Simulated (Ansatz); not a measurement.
LiF:
Space group Fm-3m (No. 225); a = b = c = 3.909 Å, α = β = γ = 90.00°

```
atom  site  symmetry       x       y       z
----  ----  --------  ------  ------  ------
Li      4a      m-3m  0.0000  0.0000  0.0000
F       4b      m-3m  0.5000  0.5000  0.5000
```
(The calculation used a cell of 2 atoms; values per cell refer to that cell.)

Relaxed with LDA.

Which orbitals make up the states near the band edges in plane-wave PAW LDA (Ansatz code)?

Top 1 eV of the valence band: F 2p 99 %. Bottom 1 eV of the conduction band: Li 2s 58 %, F 2s 27 %, Li 1s 8 %. Projections are on Löwdin-orthogonalised atomic valence shells; empty p or d shells of many metals are not among them.

Tabulate the density of states.

States/eV per cell of 2 atoms, in 0.25 eV bins, energy from the valence-band maximum.

| E (eV) | total | F 2p | Li 2s | F 2s |
|---|---|---|---|---|
| -3.70 | 0.00 | 0.00 | 0.00 | 0.00 |
| -3.45 | 0.13 | 0.13 | 0.00 | 0.00 |
| -3.20 | 0.40 | 0.39 | 0.00 | 0.00 |
| -2.95 | 0.70 | 0.67 | 0.02 | 0.00 |
| -2.70 | 2.48 | 2.32 | 0.12 | 0.01 |
| -2.45 | 1.67 | 1.55 | 0.09 | 0.01 |
| -2.20 | 1.19 | 1.10 | 0.06 | 0.01 |
| -1.95 | 1.31 | 1.24 | 0.04 | 0.01 |
| -1.70 | 1.39 | 1.32 | 0.03 | 0.01 |
| -1.45 | 1.44 | 1.39 | 0.02 | 0.01 |
| -1.20 | 1.58 | 1.54 | 0.01 | 0.01 |
| -0.95 | 2.62 | 2.57 | 0.02 | 0.00 |
| -0.70 | 3.15 | 3.11 | 0.01 | 0.00 |
| -0.45 | 3.20 | 3.18 | 0.00 | 0.00 |
| -0.20 | 2.38 | 2.36 | 0.00 | 0.00 |
| 0.05 | 0.35 | 0.35 | 0.00 | 0.00 |
| 0.30 | 0.00 | 0.00 | 0.00 | 0.00 |
| 0.55 | 0.00 | 0.00 | 0.00 | 0.00 |
| 0.80 | 0.00 | 0.00 | 0.00 | 0.00 |
| 1.05 | 0.00 | 0.00 | 0.00 | 0.00 |
| 1.30 | 0.00 | 0.00 | 0.00 | 0.00 |
| 1.55 | 0.00 | 0.00 | 0.00 | 0.00 |
| 1.80 | 0.00 | 0.00 | 0.00 | 0.00 |
| 2.05 | 0.00 | 0.00 | 0.00 | 0.00 |
| 2.30 | 0.00 | 0.00 | 0.00 | 0.00 |
| 2.55 | 0.00 | 0.00 | 0.00 | 0.00 |
| 2.80 | 0.00 | 0.00 | 0.00 | 0.00 |
| 3.05 | 0.00 | 0.00 | 0.00 | 0.00 |
| 3.30 | 0.00 | 0.00 | 0.00 | 0.00 |
| 3.55 | 0.00 | 0.00 | 0.00 | 0.00 |
| 3.80 | 0.00 | 0.00 | 0.00 | 0.00 |
| 4.05 | 0.00 | 0.00 | 0.00 | 0.00 |
| 4.30 | 0.00 | 0.00 | 0.00 | 0.00 |
| 4.55 | 0.00 | 0.00 | 0.00 | 0.00 |
| 4.80 | 0.00 | 0.00 | 0.00 | 0.00 |
| 5.05 | 0.00 | 0.00 | 0.00 | 0.00 |
| 5.30 | 0.00 | 0.00 | 0.00 | 0.00 |
| 5.55 | 0.00 | 0.00 | 0.00 | 0.00 |
| 5.80 | 0.00 | 0.00 | 0.00 | 0.00 |
| 6.05 | 0.00 | 0.00 | 0.00 | 0.00 |
| 6.30 | 0.00 | 0.00 | 0.00 | 0.00 |
| 6.55 | 0.00 | 0.00 | 0.00 | 0.00 |
| 6.80 | 0.00 | 0.00 | 0.00 | 0.00 |
| 7.05 | 0.00 | 0.00 | 0.00 | 0.00 |
| 7.30 | 0.00 | 0.00 | 0.00 | 0.00 |
| 7.55 | 0.00 | 0.00 | 0.00 | 0.00 |
| 7.80 | 0.00 | 0.00 | 0.00 | 0.00 |
| 8.05 | 0.00 | 0.00 | 0.00 | 0.00 |
| 8.30 | 0.00 | 0.00 | 0.00 | 0.00 |
| 8.55 | 0.00 | 0.00 | 0.00 | 0.00 |
| 8.80 | 0.00 | 0.00 | 0.00 | 0.00 |
| 9.05 | 0.00 | 0.00 | 0.00 | 0.00 |
| 9.30 | 0.00 | 0.00 | 0.00 | 0.00 |
| 9.55 | 0.00 | 0.00 | 0.00 | 0.00 |
| 9.80 | 0.02 | 0.00 | 0.01 | 0.01 |
| 10.05 | 0.07 | 0.00 | 0.04 | 0.02 |
| 10.30 | 0.10 | 0.00 | 0.06 | 0.03 |
| 10.55 | 0.14 | 0.01 | 0.08 | 0.04 |
| 10.80 | 0.20 | 0.01 | 0.13 | 0.04 |
| 11.05 | 0.48 | 0.03 | 0.25 | 0.06 |
| 11.30 | 0.53 | 0.03 | 0.27 | 0.05 |
| 11.55 | 0.51 | 0.03 | 0.26 | 0.04 |
| 11.80 | 0.50 | 0.03 | 0.26 | 0.03 |

The LDA relaxation kept the symmetry of its start; phonons on a q-mesh show no instability.

Potentials: the later of the program's two PAW sets.
